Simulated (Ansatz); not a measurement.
**Clamped-ion strain scan in W3O**

All numbers below come from Ansatz, DFT PBE, scalar-relativistic, plane waves, PAW. Cutoff 420 eV, Γ-centred 8×8×8 k-points, Gaussian smearing of 0.15 eV. Spin–orbit coupling is left out, which can shift energies with elements as heavy as these. No spin polarisation. Energies are free energies at this smearing, counted from the undisturbed cell; pressure is positive in compression.

Reference structure (relaxed at this level; it needn't be the usual structure):

```
W O
1.0
     4.88450    0.00000    0.00000
     0.00000    4.88450    0.00000
     0.00000    0.00000    4.88450
W O
6 2
Cartesian
  2.4423 3.6634 0.0000
  0.0000 2.4423 3.6634
  1.2211 0.0000 2.4423
  2.4423 1.2211 0.0000
  0.0000 2.4423 1.2211
  3.6634 0.0000 2.4423
  2.4423 2.4423 2.4423
  0.0000 0.0000 0.0000
```

The cell is strained by ε times the Voigt pattern (0, 0, 0, 0, 0, 1) (xx, yy, zz, yz, xz, xy; engineering shear) with fractional coordinates fixed. The cell is metallic on the mesh throughout.

| ε | ΔE (meV/atom) | stress summed along the pattern (GPa, tension positive) | pressure (GPa) |
| --- | --- | --- | --- |
| -0.0600 | 1.6 | -0.54 | 0.3 |
| -0.0300 | 0.4 | -0.30 | 0.1 |
| 0.0000 | 0.0 | 0.00 | 0.0 |
| 0.0150 | 0.1 | 0.15 | 0.0 |
| 0.0375 | 0.6 | 0.36 | 0.1 |
| 0.0450 | 0.9 | 0.43 | 0.2 |
| 0.0525 | 1.2 | 0.49 | 0.2 |

By symmetry 0.0600 repeats -0.0600, -0.0450 repeats 0.0450, 0.0300 repeats -0.0300, -0.0150 repeats 0.0150 in energy, with the opposite slope along the path.